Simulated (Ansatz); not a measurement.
**Ga3Se, before and after**

The cell of Ga3Se is invented: random cell by space group and Wyckoff sites (R-3m, No. 166). Lengths were set from tabulated atomic sizes, so they are only a guess.

POSCAR.start

```
Ga Se
1.0
     2.24642    1.29697    5.84437
    -2.24642    1.29697    5.84437
     0.00000   -2.59395    5.84437
Ga Se
3 1
Direct
  0.81187 0.81187 0.81187
  0.18813 0.18813 0.18813
  0.00000 0.00000 0.00000
  0.50000 0.50000 0.50000
```

Theory: DFT PBE, scalar-relativistic, plane waves, PAW in Ansatz. Cutoff 420 eV, Gaussian smearing, Γ-centred meshes. Cell and atoms relax first on a coarse mesh and then on a finer one. In between, the cell is made exact in the group found at 0.06 Å. In metals the finer mesh still leaves noise of several meV/atom or more. The steps can't lower the symmetry of their start. No spin polarisation.

POSCAR.end

```
Ga Se
1.0
     1.86506    1.07679    6.93999
    -1.86506    1.07679    6.93999
     0.00000   -2.15358    6.93999
Ga Se
3 1
Direct
  0.75155 0.75155 0.75155
  0.24845 0.24845 0.24845
  0.00000 0.00000 0.00000
  0.50000 0.50000 0.50000
```

The symmetry stays R-3m (No. 166). The volume per atom shrinks by 18.1 %, from 25.5 to 20.9 Å³. The shortest distance goes from 2.62 Å (Ga–Se) to 2.75 Å (Ga–Se). The ratio c/a of the conventional cell changes by a factor of 1.43. The energy falls by about 0.58 eV/atom (the start's value is from the coarse mesh).

```json
{"Volume per atom": "20.91 Å³", "Density": "5.72 g/cm³", "Energy over the elements": "−0.15 eV/atom", "Gap on the 12×12×12 mesh of the 4-atom cell": "0 eV (a metal)"}
```

Formation energies are uncorrected and refer to the elements' standard structures at the same level. It lies below the elements, which doesn't yet make it stable against other compounds or structures.

The last run used Gaussian smearing of 0.10 eV. An odd number of electrons in the primitive cell allows no gap without spin; a larger cell or a magnetic state could open one. The reference form of Se is held partly by dispersion forces, which this level lacks. Symmetry constrained the relaxation, so the result can be a saddle point. In all, the 3 runs took 5.4 min on 1 thread of Arm Neoverse V1 (shared host).
